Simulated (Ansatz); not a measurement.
Several occupations of a zinc blende lattice at one composition, 2 Zn, 3 Hg, 3 Be, 2 Cd; 10 S. Sites, in fractions of the cell 2.617 2.617 5.233; -2.617 -2.617 5.233; 7.850 -5.233 2.617 Å:

| cell | sites |
| --- | --- |
| all | S (0.07 0.38 0.60), S (0.17 0.88 0.40), S (0.28 0.38 0.20), S (0.38 0.88 0.00), S (0.47 0.38 0.80), S (0.57 0.88 0.60), S (0.68 0.38 0.40), S (0.78 0.88 0.20), S (0.88 0.38 0.00), S (0.97 0.88 0.80) |
| 1 | Be (0.30 0.50 0.40), Be (0.40 0.00 0.20), Be (0.50 0.50 0.00), Cd (0.70 0.50 0.60), Cd (0.80 0.00 0.40), Hg (0.10 0.50 0.80), Hg (0.60 0.00 0.80), Hg (0.90 0.50 0.20), Zn (0.00 0.00 0.00), Zn (0.20 0.00 0.60) |
| 2 | Be (0.00 0.00 0.00), Be (0.80 0.00 0.40), Be (0.90 0.50 0.20), Cd (0.30 0.50 0.40), Cd (0.60 0.00 0.80), Hg (0.10 0.50 0.80), Hg (0.40 0.00 0.20), Hg (0.70 0.50 0.60), Zn (0.20 0.00 0.60), Zn (0.50 0.50 0.00) |
| 3 | Be (0.20 0.00 0.60), Be (0.60 0.00 0.80), Be (0.80 0.00 0.40), Cd (0.00 0.00 0.00), Cd (0.50 0.50 0.00), Hg (0.30 0.50 0.40), Hg (0.40 0.00 0.20), Hg (0.90 0.50 0.20), Zn (0.10 0.50 0.80), Zn (0.70 0.50 0.60) |

Each was relaxed without symmetry on coarser meshes and computed once more. Theory: Ansatz 0.2.0, DFT PBE, scalar-relativistic, plane waves, PAW.

Plane waves to 420 eV, a k mesh through Γ of 4×4×3 on the computed 20-atom cell and Gaussian smearing (0.02 eV); no spin polarisation.

Warren–Cowley parameters of the first shell of the sublattice with most elements (negative: unlike neighbours preferred):
| cell | Be-Hg | Be-Cd | Be-Zn | Cd-Hg | Hg-Zn | Cd-Zn |
| --- | --- | --- | --- | --- | --- | --- |
| 1 | -0.11 | 0.03 | 0.03 | -0.11 | -0.39 | -0.04 |
| 2 | -0.11 | 0.03 | 0.03 | -0.39 | -0.39 | -0.46 |
| 3 | 0.07 | 0.17 | -0.39 | -0.25 | 0.31 | -0.04 |

Forces of up to 0.06 eV/Å remain on the final mesh.

Question: Which occupation is lowest in energy, and by how much?

Answer: Cells 1, 2 are lowest, within 8 meV/atom of each other and so too close to rank here.
```csv
cell,E − E(lowest) (meV/atom),V (Å³/atom),gap on mesh (eV)
1,0.0,20.92,1.28
2,3.2,20.97,1.29
3,16.1,21.07,1.08
```

Spin-orbit coupling is left out, which matters for the bands of heavy elements. The gap is read on a mesh, which can miss the band edges, so it can be too wide.

Cost: 6 runs of about 27 core-minutes in all (earlier runs that led there not counted), on Arm Neoverse V1 (shared hosts).